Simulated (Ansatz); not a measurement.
## Bi started on a Ti site and an O vacancy, 4.35 Å apart on the ideal sites in cubic perovskite SrTiO3, 39 atoms, charge 0

The calculation used Ansatz 0.2.0, DFT, PBEsol, PAW, plane waves.

Command:

```sh
ansatz run in.yaml --threads 8 --pin off --max-ram 13300MiB --runs-dir r --events-out ev --progress --plain
```

The input less its lattice and atoms (starting moments on atoms near the defect: 1 μB in all):

```yaml
crystal:
  symmetry: { detect: false }
kpoints:
  mp_grid: { grid: [1, 1, 1], shift: [0.25, 0.25, 0.25] }
hamiltonian:
  xc: pbesol
magnetization:
  spin_polarized: true
scf:
  occupations: { method: fermi_dirac, width: 0.01 }
relax:
  f_tol: 0.03
  max_steps: 80
  escape_saddle: false
  adjacent_minimum: "off"
output:
  forces: true
  eigenvalues: true
  populations: true
```

Start:

```
Sr Bi Ti O
1.0
     7.78282    0.00000    0.00000
     0.00000    7.78282    0.00000
     0.00000    0.00000    7.78282
Sr Bi Ti O
8 1 7 23
Direct
  0.00118 0.99843 0.99858
  0.00198 0.00027 0.50245
  0.00233 0.50151 0.00482
  0.99850 0.49824 0.50143
  0.49890 0.99915 0.99709
  0.49980 0.99955 0.49937
  0.50142 0.50131 0.00040
  0.49813 0.50367 0.49768
  0.25138 0.24975 0.24806
  0.25144 0.24858 0.75149
  0.25256 0.75140 0.25163
  0.25164 0.75142 0.74268
  0.74825 0.25346 0.24971
  0.74680 0.24731 0.75161
  0.75096 0.74767 0.24553
  0.74578 0.74831 0.74871
  0.24930 0.24721 0.99873
  0.24750 0.25265 0.49873
  0.25126 0.74861 0.50243
  0.74822 0.25616 0.00343
  0.74952 0.24995 0.50249
  0.75136 0.75255 0.99831
  0.74821 0.75243 0.49879
  0.99843 0.24461 0.24857
  0.99922 0.24693 0.75022
  0.99845 0.74568 0.25332
  0.00244 0.75164 0.75194
  0.49819 0.25497 0.25311
  0.50053 0.24645 0.75029
  0.50207 0.74903 0.24927
  0.50036 0.74588 0.74873
  0.25004 0.00095 0.24677
  0.25041 0.99827 0.74500
  0.25023 0.50286 0.25138
  0.24784 0.49953 0.75236
  0.74774 0.99700 0.24591
  0.75140 0.00503 0.75148
  0.74992 0.49697 0.24761
  0.74997 0.49779 0.74839
```

Steps:

| step | energy less the first (eV) | largest force component (eV/Å) |
| --- | --- | --- |
| start | 0.000 | 3.436 |
| 1 | -0.959 | 1.109 |
| 2 | -1.650 | 1.738 |
| 3 | -2.755 | 1.838 |
| 4 | -3.204 | 1.700 |
| 5 | -3.734 | 0.871 |
| 6 | -4.171 | 0.580 |
| 7 | -4.421 | 0.681 |
| 8 | -4.604 | 0.771 |
| 9 | -4.795 | 0.911 |
| 10 | -5.013 | 0.898 |
| 11 | -5.247 | 0.911 |
| 12 | -5.489 | 0.774 |
| 13 | -5.732 | 0.484 |
| 14 | -5.886 | 0.482 |
| 15 | -5.941 | 0.211 |
| 16 | -5.951 | 0.073 |
| 17 | -5.951 | 0.027 |

A structure on the way, about -4.80 eV from the start:

```xyz
39
Lattice="7.7828 0.0000 0.0000 0.0000 7.7828 0.0000 0.0000 0.0000 7.7828" Properties=species:S:1:pos:R:3 pbc="T T T"
Sr    7.7317    7.7307    7.7415
Sr    7.6801    7.7756    3.9312
Sr    7.5512    3.8862    7.6976
Sr    7.6453    3.9170    4.0549
Sr    3.9619    7.7753    0.0023
Sr    3.9303    0.0817    3.8802
Sr    3.9979    3.9275    7.7312
Sr    4.0847    3.9617    3.9972
Bi    1.8957    2.2807    1.9592
Ti    1.9557    1.9444    5.8885
Ti    1.9763    5.9593    2.0222
Ti    1.9371    5.7557    5.7004
Ti    5.8426    1.9617    1.9619
Ti    5.8331    1.9160    5.8599
Ti    5.8501    5.8753    1.9865
Ti    5.8174    5.8597    5.8760
O     2.3135    1.7965    7.7178
O     1.6591    1.6515    4.0609
O     1.9757    5.5285    3.8496
O     5.5610    1.9647    0.0193
O     6.1100    1.9186    3.9380
O     5.8716    5.8138    0.0323
O     5.7932    5.8437    3.9438
O     7.6539    1.6234    1.6688
O     7.7556    1.9179    6.1438
O     0.0089    6.0562    2.0567
O     0.0043    5.7562    5.8700
O     4.0048    2.0961    2.3498
O     3.9003    1.9219    5.5940
O     3.9005    5.6820    1.9598
O     3.8591    5.7620    5.9638
O     2.1520    7.7780    1.8702
O     1.9185    7.5915    6.0001
O     1.8473    4.6881    0.6926
O     1.9184    3.8237    5.8750
O     5.6287    7.7659    1.9690
O     5.8263    7.7690    5.8731
O     6.0418    3.8857    2.0058
O     5.8313    3.8710    5.8223
```

End:

```
Sr Bi Ti O
1.0
     7.78282    0.00000    0.00000
     0.00000    7.78282    0.00000
     0.00000    0.00000    7.78282
Sr Bi Ti O
8 1 7 23
Direct
  0.99265 0.98658 0.99634
  0.98681 0.98715 0.50483
  0.98185 0.50324 0.99194
  0.98279 0.51038 0.52431
  0.50402 0.00362 0.99671
  0.49840 0.00082 0.50736
  0.51304 0.50318 0.99274
  0.51467 0.50782 0.52311
  0.24058 0.29464 0.26439
  0.24600 0.24688 0.75662
  0.25362 0.76917 0.25291
  0.24878 0.74418 0.75905
  0.75112 0.24871 0.25551
  0.74886 0.24408 0.75369
  0.74569 0.74511 0.25563
  0.74646 0.75083 0.75661
  0.28984 0.26540 0.99754
  0.22368 0.19362 0.51943
  0.25357 0.74895 0.50019
  0.72305 0.24303 0.00715
  0.78321 0.24789 0.50898
  0.75086 0.74687 0.00671
  0.74432 0.73908 0.50663
  0.98848 0.19491 0.22722
  0.00075 0.24852 0.78785
  0.00477 0.75041 0.26037
  0.99816 0.73891 0.75382
  0.51106 0.26243 0.29813
  0.50269 0.23878 0.73023
  0.49303 0.69724 0.25372
  0.49862 0.74677 0.76194
  0.27726 0.99555 0.22879
  0.24597 0.98464 0.78529
  0.24330 0.69972 0.01173
  0.25113 0.48878 0.72588
  0.72169 0.98546 0.26153
  0.75422 0.99490 0.75284
  0.78053 0.48966 0.25255
  0.74810 0.49524 0.75825
```

Self-consistency was reached.

Time: 4.8 min of wall time on 8 threads of an EPYC 7R43 processor, on a host shared with other runs; peak host memory 1.5 GiB.

Problem. How much energy did the relaxation gain, and which atom moved most?

Solution. 5.95 eV in 17 steps, from a start with small random displacements (the gain also holds any tilting of the ideal host); atom 34 (O) moved 2.41 Å, the median atom 0.16 Å (drift of the whole cell removed).

The moment started at 1 μB and ended at 1.0 μB; no other spin state is shown. The program warned that the state may not be the lowest. The one k point has no symmetry partners, which can distort the end along one axis.
